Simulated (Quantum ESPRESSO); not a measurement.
pw.x input (Quantum ESPRESSO 7.5; PBEsol, PseudoDojo standard norm-conserving files, scalar-relativistic):

```
&CONTROL
  calculation = 'scf'
  pseudo_dir = './pseudo'
  outdir = './out'
  tprnfor = .true.
  tstress = .true.
/
&SYSTEM
  ibrav = 0
  nat = 5
  ntyp = 3
  ecutwfc = 84.0
  ecutrho = 336.0
  occupations = 'smearing'
  smearing = 'fd'
  degauss = 0.002
  nbnd = 26
/
&ELECTRONS
  conv_thr = 5e-10
/
ATOMIC_SPECIES
F 18.9984 F.upf
Rb 85.4678 Rb.upf
Pb 207.2000 Pb.upf
CELL_PARAMETERS angstrom
  4.861720000000   0.000000000000   0.000000000000
  0.000000000000   4.861720000000   0.000000000000
  0.000000000000   0.000000000000   4.861720000000
ATOMIC_POSITIONS crystal
F   0.000000000000   0.500000000000   0.500000000000
F   0.500000000000   0.000000000000   0.500000000000
F   0.500000000000   0.500000000000   0.000000000000
Rb   0.000000000000   0.000000000000   0.000000000000
Pb   0.500000000000   0.500000000000   0.500000000000
K_POINTS automatic
6 6 6 0 0 0
```

End of the output:

```
     total energy              =    -341.37346596 Ry
     estimated scf accuracy    <       0.00000265 Ry
     total energy              =    -341.37346675 Ry
     estimated scf accuracy    <       0.00000019 Ry
     total energy              =    -341.37346679 Ry
     estimated scf accuracy    <          1.0E-09 Ry
[...]
     the Fermi energy is     5.2726 ev
!    total energy              =    -341.37346679 Ry
     estimated scf accuracy    <          1.4E-10 Ry
     smearing contrib. (-TS)   =      -0.00000000 Ry
     internal energy E=F+TS    =    -341.37346679 Ry
     The total energy is F=E-TS. E is the sum of the following terms:
     one-electron contribution =    -157.31247202 Ry
     hartree contribution      =     102.82932033 Ry
     xc contribution           =     -85.20311987 Ry
     ewald contribution        =    -201.68719523 Ry
     convergence has been achieved in  10 iterations
     Forces acting on atoms (cartesian axes, Ry/au):
     atom    1 type  1   force =     0.00000000    0.00000000    0.00000000
     atom    2 type  1   force =     0.00000000    0.00000000    0.00000000
     atom    3 type  1   force =     0.00000000    0.00000000    0.00000000
     atom    4 type  2   force =     0.00000000    0.00000000    0.00000000
     atom    5 type  3   force =     0.00000000    0.00000000    0.00000000
     Total force =     0.000000     Total SCF correction =     0.000000
     Computing stress (Cartesian axis) and pressure
          total   stress  (Ry/bohr**3)                   (kbar)     P=      -19.36
  -0.00013162   0.00000000   0.00000000          -19.36        0.00        0.00
   0.00000000  -0.00013162   0.00000000            0.00      -19.36        0.00
   0.00000000   0.00000000  -0.00013162            0.00        0.00      -19.36
```
In a gapped system the printed Fermi energy is only some level inside the gap.

Spin-orbit coupling is not included.

Geometry of the Materials Project entry, not relaxed at this level.
